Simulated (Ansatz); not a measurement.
Given:

Cs$_{3}$HSe$_{2}$O$_{8}$:
```
CELL_PARAMETERS angstrom
      5.30261     3.09119     0.00000
     -5.30261     3.09119     0.00000
     -3.10647     0.00000     7.57430
ATOMIC_POSITIONS crystal
  Cs 0.80144 0.19856 0.39394
  Cs 0.19856 0.80144 0.60606
  Cs 0.00000 0.00000 0.00000
  H  0.50000 0.50000 0.00000
  Se 0.57284 0.42716 0.76162
  Se 0.42716 0.57284 0.23838
  O  0.71690 0.28310 0.73312
  O  0.28310 0.71690 0.26688
  O  0.60922 0.39078 0.98335
  O  0.39078 0.60922 0.01665
  O  0.26389 0.29743 0.68530
  O  0.73611 0.70257 0.31470
  O  0.29743 0.26389 0.31470
  O  0.70257 0.73611 0.68530
```

This is the LDA-relaxed structure. x, y and z are the axes in which the lattice vectors are written.

Question: All from the program Ansatz at the LDA level (PAW), unless another level is named. Predict the weight of the conduction-edge state by species (Voronoi cells).

Answer: O 69 %, Se 18 %, Cs 10 %, H 2 %.

Question: What about the weight of the valence-edge state by species (Voronoi cells)?

Answer: O 93 %, Cs 5 %.

Question: Next, the valence-band maximum?

Answer: on the Γ–C line, 76 % of the way from Γ (k = 0.260, 0.271, 0.000).

Space group C2/m. The workflow started from a Materials Project entry (that database holds measured and hypothetical structures alike); the Crystallography Open Database files this formula in space group No. 12, but the cells were not matched. Its standing as an ambient phase is unchecked. The LDA relaxation kept the symmetry of its start; of distortions, only those at the zone centre were tested, and some modes there are weakly imaginary. Scalar-relativistic: spin–orbit coupling is off unless named, which matters more the heavier the elements.

Potentials: the later of the program's two PAW sets.
